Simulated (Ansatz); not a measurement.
This cell of HfO$_{2}$ (fluorite) is off equilibrium:

```
HfO2
1.0
    0.00000     2.46084     2.46084
    2.46084     0.00000     2.46084
    2.46084     2.46084     0.00000
Hf O
1 2
Direct
  0.00000   0.00000   0.00000
  0.25000   0.25000   0.25000
  0.75000   0.75000   0.75000
```

Computed with PBE (plane waves to 420 eV, PAW, scalar-relativistic; Ansatz, a quantum-chemistry and plane-wave program). k mesh 11×11×11 (Γ-centred), Fermi-Dirac smearing 0.05 eV. The energy includes the smearing's −TS. Compression counts positive. HfO2 is run without spin polarisation. HfO2 was relaxed with its symmetry unable to fall. Spin-orbit coupling is left out, though Hf is heavy. This is a high-temperature form of HfO2.

Task: What is the stress tensor (GPa)?

Result: 
```
   32.3      0.0      0.0
    0.0     32.3      0.0
    0.0      0.0     32.3
```
The pressure, a third of the trace, is 32.3 GPa.

Task: It is the relaxed cell scaled evenly to V/V₀ = 0.900, atoms relaxed where free. What is its energy relative to the relaxed cell?

Result: 101.6 meV/atom.

(A scan under strain: stresses follow from slopes of the energy per volume, elastic moduli from its curvatures.)
